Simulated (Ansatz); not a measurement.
# Computed properties of ZrMo

ZrMo (CsCl type, Pm-3m), a = b = c = 3.299 Å, α = β = γ = 90.00°.

Space group Pm-3m (No. 221), CsCl type; conventional cell a = 3.2993 Å, b = 3.2993 Å, c = 3.2993 Å, α = 90.00°, β = 90.00°, γ = 90.00°.

Method: the program Ansatz at the PBEsol level (PAW). Geometry: relaxed at this level of theory. Other levels are named where they apply.

Cell and energy:

* **Volume per atom**: 17.96 Å³
* **Density**: 8.65 g/cm³
* **Formation energy from the elements (no fitted shifts)**: 0.073 eV/atom

Electronic structure:

- Electronic character = metallic (no gap)
- Density of states at the Fermi level = 1.9 states/eV per atom (mean over ±0.08 eV)
- Gap with spin–orbit coupling = none (metallic)

Mechanics:

Bulk modulus (Birch–Murnaghan fit): 161 GPa
Pressure derivative B′: 3.7
Elastic constants (relaxed ions, GPa): C11 = 226, C12 = 130, C44 = 13.8
Mechanical stability: stable (all eigenvalues of C positive)
Hill bulk and shear moduli: 162 and 23.3 GPa
Young's modulus: 66.8 GPa
Poisson's ratio: 0.43
Debye temperature from the elastic constants: 212 K

Phonons:

* **Highest zone-centre frequency**: 203 cm⁻¹
* **Zone-centre stability**: no imaginary mode at Γ

The start of the workflow was typed in or built on a structure type; neither database checked (COD, Materials Project) lists it. Whether it is the stable phase at ambient conditions was not checked. The PBEsol relaxation kept the symmetry of its start. No spin polarisation was allowed. As this level gives no gap, shear constants depend on the k-mesh and smearing (Fermi–Dirac, 0.1 eV here). As this level gives no gap, phonon frequencies hold no LO–TO term and depend on the k-mesh and smearing (Fermi–Dirac, 0.1 eV here). On the denser mesh and wider smearing of the elastic run this cell carries a stress of 0.4 GPa. The references are the lowest solids computed at this level, not always the standard phases. Spin–orbit coupling is left out wherever it is not named.

Potentials: the later of the program's two PAW sets.
